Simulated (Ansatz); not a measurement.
B13C2 in space group R-3m (No. 166; B on 3b, B on 18h, B on 18h, C on 6c) under volume change, PBEsol in the plane-wave PAW code Ansatz, shape and atoms relaxed at each volume.

| V (Å³/atom) | E − E(relaxed) (meV/atom) | P (GPa) |
|---|---|---|
| 6.705 | 48.5 | 25.15 |
| 6.926 | 20.6 | 15.61 |
| 7.147 | 4.9 | 7.27 |
| 7.368 | 0.0 | 0.00 |
| 7.589 | 4.5 | -6.35 |
| 7.810 | 17.2 | -11.88 |
| 8.031 | 37.0 | -16.70 |

### Question
What does a third-order Birch–Murnaghan fit give for V₀, B₀ and B′?

### Answer
V₀ = 7.37 Å³/atom, B₀ = 226 GPa, B′ = 3.5.

The workflow started from a Materials Project entry (that database holds measured and hypothetical structures alike); the Crystallography Open Database copy checked does not list it. Its standing as an ambient phase is unchecked. The PBEsol relaxation kept the symmetry of its start; its stability against distortions is not shown here.

Potentials: the later of the program's two PAW sets.
